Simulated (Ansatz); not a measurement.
**What DFT gives for GaSb**

```yaml
crystal:
  lattice:
    - [0.00000, 3.04576, 3.04576]
    - [3.04576, 0.00000, 3.04576]
    - [3.04576, 3.04576, 0.00000]
  atoms:
    - { symbol: Ga, position: [0.00000, 0.00000, 0.00000] }
    - { symbol: Sb, position: [0.25000, 0.25000, 0.25000] }
```

Level: PBE, no spin polarisation; 420 eV; 10×10×10 Γ-centred mesh; fermi-dirac occupations (width 0.1 eV); Ansatz 0.2.0, fixed geometry.

**Stress.** The pressure is 3.1 GPa (compression positive), so with the atoms held at these fractions the cell would first expand.
**Formation energy.** -0.15 eV an atom against the elements' usual phases (free molecules for gases, crystals otherwise, with no correction for O₂ or N₂), so it is bound against them; other compounds may still compete. Relaxing would lower it.
**Contacts.** Ga–Sb at 2.64 Å: least valence density 0.41 e/Å³ and ELF 0.64 there. Both are smooth PAW fields, read partly inside the augmentation spheres.
**Electronic structure.** Counting bands on this mesh leaves a gap of 0.13 eV, but it is narrow, so a finer mesh and a narrower smearing would have to settle it.
**Charges.** Bader charges in e: Ga +0.32, Sb -0.32. In the mean Ga gives up most and Sb takes most.

Origin: a database entry at a rescaled volume. Caveats: the gap is not wide against the smearing.
